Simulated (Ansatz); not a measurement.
The relaxed structure here is a generated cell of AlIr: the first start was made by a random draw of sites in a space group, and the end was not matched to a known phase here, so it may be hypothetical.

The start is a randomly generated symmetric cell of AlIr (space group No. 38). The structure is fully relaxed (lattice and positions, P = 0) with PBE (plane waves to 420 eV, PAW, scalar-relativistic; Ansatz, a quantum-chemistry and plane-wave program). The first steps use a coarse 6×15×15 k-mesh.

The start:
```
AlIr
1.0
    5.81317     0.00000     0.00000
    0.00000     1.89161     1.27223
    0.00000    -1.89161     1.27223
Al Ir
1 1
Direct
  0.00000   0.04915   0.04915
  0.50000   0.99182   0.99182
```

```yaml
initial_pressure: "+86.4 GPa (positive: the cell is compressed)"
largest_initial_force: 0.03 eV/Å, on Al1, Ir2 (atoms numbered as listed)
outcome: The space group goes from Amm2 (No. 38) to Cmmm (No. 65), with 2 atoms in the primitive cell
energy_released: 2.19 eV/atom
volume_change: +4.3 %, from 13.99 to 14.60 Å³/atom
Shortest distances (start → end): "The closest pairs of elements (up to four, under 3.6 Å), start → end: Al–Al 2.28 → 2.84 Å; Ir–Ir 2.28 → 2.84 Å; Al–Ir 2.91 → 2.52 Å"
band_gap_at_the_end: no gap (metallic)
optimiser_moves: 22
```

The end point of the relaxation:

```cif
data_Al2Ir2
_chemical_formula_sum 'Al2 Ir2'
_space_group_name_H-M_alt 'Cmmm'
_space_group_IT_number 65
_space_group_name_Hall '-C 2 2'
_cell_length_a 2.92485
_cell_length_b 4.86095
_cell_length_c 4.10703
_cell_angle_alpha 90.000
_cell_angle_beta 90.000
_cell_angle_gamma 90.000
loop_
_atom_site_label
_atom_site_type_symbol
_atom_site_symmetry_multiplicity
_atom_site_Wyckoff_symbol
_atom_site_fract_x
_atom_site_fract_y
_atom_site_fract_z
_atom_site_occupancy
Al1 Al 2 b 0.00000 0.50000 0.00000 1
Ir1 Ir 2 d 0.50000 0.50000 0.50000 1
```
(The calculation used a cell of 2 atoms; values per cell refer to that cell.)

Final values are on a 18×18×11 k-mesh of the relaxed cell. No spin polarisation in the result.

The run could not lose the symmetry of its start, so the end can be a saddle point.
